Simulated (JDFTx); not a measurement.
```json
{
 "surface": "Zn(1 0 -1 0)",
 "bulk": "Zn, P6_3/mmc, lattice of mp-79 (not re-optimised)",
 "slab": "8 atoms in 8 planes, 1x1, 7.7 Å between the outermost planes",
 "in-plane cell": "2.614 × 4.873 Å, 12.74 Å²",
 "cell_height": "23.5 Å",
 "sampling": "8×4×1 k mesh, Fermi smearing 0.01 Ha, no spin polarisation"
}
```

Computed with a modified build of JDFTx: PBE, GBRV ultrasoft potentials, plane waves to 20/100 Ha. Liquid: linear PCM (GLSSA13), water, 1 M NaF; nuclei fixed. Potentials are counted from the potential of zero charge; σ repeats to about 1 %.

| U − U_pzc (V) | σ (μC/cm², per face) |
|---|---|
| -0.92 | -12.58 |
| -0.72 | -10.04 |
| 0.13 | 2.03 |
| 0.28 | 4.47 |
| 0.85 | withheld |
| 0.88 | 15.72 |

Question: Fit σ = C₀x + bx² (x = U − U_pzc) to the other rows by least squares, predict the withheld value, and compare with the run.

Answer: The fit gives C₀ (μF/cm²) = 15.8, b (μF/cm²/V) = 2.35, with a root-mean-square miss of 0.08 μC/cm² on its own rows. It predicts 15.1 μC/cm²; the run gives 15.0 μC/cm², a miss of 0.1 μC/cm².
